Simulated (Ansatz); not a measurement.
ZrGeO3 in space group P4mm (No. 99; Zr on 1b, Ge on 1a, O on 2c, O on 1b), DFT-PBEsol in the program Ansatz with PAW potentials. The conduction-band minimum lies at Z, with 1 equivalent valley. Second derivatives d²E/dk² of the lowest band at one valley (eV·Å²), along Cartesian directions:

```json
[
 {"direction": "[100]", "d²E/dk²": "13.36"},
 {"direction": "[010]", "d²E/dk²": "13.36"},
 {"direction": "[001]", "d²E/dk²": "15.24"},
 {"direction": "[110]", "d²E/dk²": "13.35"},
 {"direction": "[101]", "d²E/dk²": "14.30"},
 {"direction": "[011]", "d²E/dk²": "14.30"}
]
```

Find the principal effective masses, the density-of-states mass and the conductivity mass.

Off-diagonal terms follow from H_xy = H[110] − (H_xx + H_yy)/2, and m*/mₑ = 7.620 eV·Å² over each eigenvalue: 0.50, 0.57, 0.57. One valley's DOS mass (m₁m₂m₃)^(1/3) = 0.55, conductivity mass 3/(Σ 1/mᵢ) = 0.54 mₑ.

What effective density of states Nc follows at 300 K for parabolic valleys?

Nc = 2.509e19 × 1 × (0.55)^(3/2) ≈ 1.0e19 cm⁻³.

The start of the workflow was typed in or built on a structure type; neither database checked (COD, Materials Project) lists it. Whether it is the stable phase at ambient conditions was not checked. Symmetry was held in the PBEsol relaxation. At this level the phase is dynamically unstable (imaginary phonons). No spin polarisation was allowed. Spin–orbit coupling is left out wherever it is not named.

Potentials: the later of the program's two PAW sets.

Edges and masses are those of Kohn–Sham bands, whose gap is no quasiparticle gap.
